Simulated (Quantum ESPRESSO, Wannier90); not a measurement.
Tight-binding from DFT: In₂O₃ (corundum)

```xyz
10
Lattice="-2.7581 4.7772 0.0000 -5.5162 0.0000 0.0000 -2.7581 1.5924 4.8637" Properties=species:S:1:pos:R:3 pbc="T T T"
In     0.0000     0.0000     2.0848
In     0.0000     0.0000    -2.0848
In     2.7581    -1.5924     0.3471
In    -2.7581     1.5924    -0.3471
O     -1.9403    -0.1760    -1.2159
O      1.9403     0.1760     1.2159
O      1.1226    -1.5924    -1.2159
O     -1.1226     1.5924     1.2159
O      0.8178     1.7684    -1.2159
O     -0.8178    -1.7684     1.2159
```

Materials Project entry mp-22323; symmetrised, unrelaxed at this level. COD (Crystallography Open Database) has the formula in 3 space groups, this one among them (matched by group alone). Method: PBEsol plane waves in Quantum ESPRESSO 7.5 (PseudoDojo norm-conserving files, 68 Ry, no spin polarisation, no spin-orbit coupling), Bloch states on a 4×4×4 mesh through Γ, Wannier90 4.0.1. Density: 8×8×8 mesh, Gaussian smearing 0.01 Ry. Spin-orbit coupling is left out although heavy elements are present.

Bands 1-6 form an isolated set from -17.47 to -16.27 eV relative to the valence-band maximum (on the path) and are turned into 6 Wannier functions by minimising the spread from the start: atomic waves O 2s.

Centres (Cartesian, Å; one of the equivalent choices) and spreads:

```json
[
 {"n": "1", "x": "-1.935", "y": "-0.167", "z": "-1.216", "spread (Å²)": "0.853", "nearest atom": "O5"},
 {"n": "2", "x": "1.935", "y": "0.167", "z": "1.216", "spread (Å²)": "0.853", "nearest atom": "O6"},
 {"n": "3", "x": "1.112", "y": "-1.592", "z": "-1.216", "spread (Å²)": "0.853", "nearest atom": "O7"},
 {"n": "4", "x": "-1.112", "y": "1.592", "z": "1.216", "spread (Å²)": "0.853", "nearest atom": "O8"},
 {"n": "5", "x": "0.823", "y": "1.760", "z": "-1.216", "spread (Å²)": "0.853", "nearest atom": "O9"},
 {"n": "6", "x": "-0.823", "y": "-1.760", "z": "1.216", "spread (Å²)": "0.853", "nearest atom": "O10"}
]
```

Ω_I = 5.10 Å², Ω_total = 5.12 Å²; the interpolated bands follow pw.x to 0.0 meV rms on the path. Only this start was tried; a symmetric start can stop on a saddle, and mixtures of these functions could lower the total by at most Ω_total − Ω_I.
